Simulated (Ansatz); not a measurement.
The geometry is COD entry 4343762, unchecked; take it as a test cell. The listed cell was then made from it by scaling, straining or moving an atom.

An input for ZrBr: DFT, LDA, PAW with Ansatz's default frozen-core files, scalar-relativistic (Ansatz 0.2.0). The PAW files were made with PBE; their cores are remade for this functional.

Command: `ansatz run input.yaml --threads 1 --pin off --max-ram 4096MiB --backend cpu --events-out ev --progress --plain --runs-dir out` The run took 20 s on 1 thread of Arm Neoverse V1, on a shared host, peak memory 0.52 GiB.

```yaml
crystal:
  lattice:
    - [1.7859042537, 1.0310923016, 9.5405171794]
    - [-1.7859042537, 1.0310923016, 9.5405171794]
    - [0.0, -2.0621846032, 9.5405171794]
  atoms:
    - { symbol: Zr, position: [0.2092, 0.2092, 0.2092] }
    - { symbol: Zr, position: [0.7908, 0.7908, 0.7908] }
    - { symbol: Br, position: [0.3917, 0.3917, 0.3917] }
    - { symbol: Br, position: [0.6083, 0.6083, 0.6083] }
kpoints:
  mp_grid: { grid: [10, 10, 10] }
scf:
  occupations: { method: fermi_dirac, width: 0.02 }
hamiltonian:
  xc: lda
  pseudopotentials: { kind: paw }
output:
  forces: true
  stress: true
  eigenvalues: true
  efg: { contact_densities: true }
```

The results part of the log:

```
SCF 1 converged in 7 iterations: F = -13546.602565 eV  dr2 = 1.27e-8
  greatest PAW one-centre occupation: 0.997 electrons in one spin orbital (limit 2), on the Zr atom at site 1 (counted from 0), in its partial waves of l = 0
SCF converged after 7 iterations
Free energy (F): -13546.602565 eV
Harris-Foulkes:  -13546.602565 eV  (|F-HF|=7.41e-9)
Internal energy: -13546.600572 eV  (E = F + TS)
E sigma→0 (E₀):  -13546.601568 eV
Entropy (-TS):   -0.001993 eV (-0.498 meV/atom)
Fermi energy:    9.300442 eV
--- Per-component energies (eV) ---
  E_band       = -312.854275
  E_kinetic    = 928.853103
  E_local      = -2536.823958  (includes V_loc(G=0)·N_el)
  E_nonlocal   = 311.367807
  E_hartree    = 881.694883
  E_xc         = -841.539151
  E_vxc        = -588.522009  (∫ρ·V_xc dr)
  E_paw        = -10019.540918  (= ΣΔE_a)
  E_vpaw       = -191.119989  (= ΣTr[D̂ρ^β])
  E_aug_tail   = 0.000042  (compensation charges beyond the density's cutoff)
  E_ewald      = -2271.766204
  E_core_change = 1.153824  (= ΣΔE_core)
  E_smearing   = -0.001993  (= −TS)
  E_closure    = -0.000000  (closes the sum)
  Σ components = -13546.602565   (vs F -13546.602565, Δ=0.00e0)
--- Forces (eV/Å), atoms counted from 1 ---
  atom   1  Zr     0.00000000    -0.00000000    -0.43230674
  atom   2  Zr     0.00000000     0.00000000     0.43230674
  atom   3  Br     0.00000000     0.00000000     0.55545344
  atom   4  Br     0.00000000    -0.00000000    -0.55545344
  max |Σ_I F_I| component: 1.11e-16 eV/Å
--- Stress (GPa, compression-positive) ---
       -6.746703       0.000000       0.000000
        0.000000      -6.746703      -0.000000
        0.000000      -0.000000      -7.587196
  P = ⅓ Tr σ = -7.0269 GPa (-70.269 kbar)
--- PAW observables at the nuclei: V_zz in 10²¹ V/m², potentials from the cell's mean, atoms counted from 1 ---
  atom   1  Zr V_zz =    -1.138981   η = 0.0000   by run symmetry: allowed
            electrostatic potential = -5923.190601 V   contact ρ = 488377.709205 e/Å³
  atom   2  Zr V_zz =    -1.138981   η = 0.0000   by run symmetry: allowed
            electrostatic potential = -5923.190601 V   contact ρ = 488377.709205 e/Å³
  atom   3  Br V_zz =    +3.596091   η = 0.0000   by run symmetry: allowed
            electrostatic potential = -4909.834079 V   contact ρ = 291866.482510 e/Å³
  atom   4  Br V_zz =    +3.596091   η = 0.0000   by run symmetry: allowed
            electrostatic potential = -4909.834079 V   contact ρ = 291866.482510 e/Å³
--- Band table (eV; the first three rows and the last of 116) ---
  k-point 0: bands = ["-40.2501", "-40.1815", "-18.5546", "-18.1658", "-18.1480", "-18.1480", "-18.0573", "-18.0573", "-7.9607", "-7.7819", "2.6298", "3.8402", "5.6419", "5.6419", "5.7900", "5.7900", "6.6658", "7.9566", "9.5326", "9.5326", "9.8441", "10.0982", "10.0982"]
  k-point 1: bands = ["-40.2463", "-40.1806", "-18.5434", "-18.2217", "-18.1571", "-18.1215", "-18.0824", "-18.0606", "-7.9069", "-7.7380", "2.7569", "3.9094", "5.2262", "5.2887", "5.5678", "5.7292", "6.9060", "7.9150", "9.2702", "9.5637", "9.9324", "10.1906", "10.2173"]
  k-point 2: bands = ["-40.2360", "-40.1789", "-18.5154", "-18.3065", "-18.1800", "-18.1523", "-18.1066", "-18.0699", "-7.7618", "-7.6201", "3.0860", "4.0507", "4.3073", "4.4457", "5.3898", "5.5536", "7.1767", "7.8488", "8.7932", "9.7331", "9.8393", "10.4886", "10.5557"]
  k-point 115: bands = ["-40.2501", "-40.1814", "-18.5545", "-18.1659", "-18.1480", "-18.1480", "-18.0573", "-18.0573", "-7.9406", "-7.8032", "2.9268", "3.3697", "5.7029", "5.7029", "5.7257", "5.7257", "7.3126", "7.5424", "9.5158", "9.5158", "9.8494", "10.1297", "10.1297"]
```
